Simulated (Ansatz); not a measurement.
SrO (rock salt, space group No. 225) at seven volumes, r²SCAN in the plane-wave PAW code Ansatz, scaled uniformly. One row is withheld.

| V (Å³/atom) | P (GPa) |
|---|---|
| 15.626 | ? |
| 16.142 | 6.65 |
| 16.657 | 3.05 |
| 17.172 | 0.00 |
| 17.687 | -2.59 |
| 18.202 | -4.79 |
| 18.717 | -6.66 |

Q: Fit the shown pressures and predict the withheld one.

A: P = (3/2)B₀(x^(7/2) − x^(5/2))[1 + (3/4)(B′ − 4)(x − 1)] with x = (V₀/V)^(2/3). Least squares on the six rows gives V₀ = 17.172 Å³/atom, B₀ = 93.6 GPa, B′ = 4.46. At V = 15.626, x = 1.0649 and P = 10.91 GPa. The run itself gave 10.90 GPa.

Space group Fm-3m (rock salt). The cell was relaxed with r²SCAN under the symmetry of its start; phonons on a q-mesh show no instability.

Potentials: the later of the program's two PAW sets.
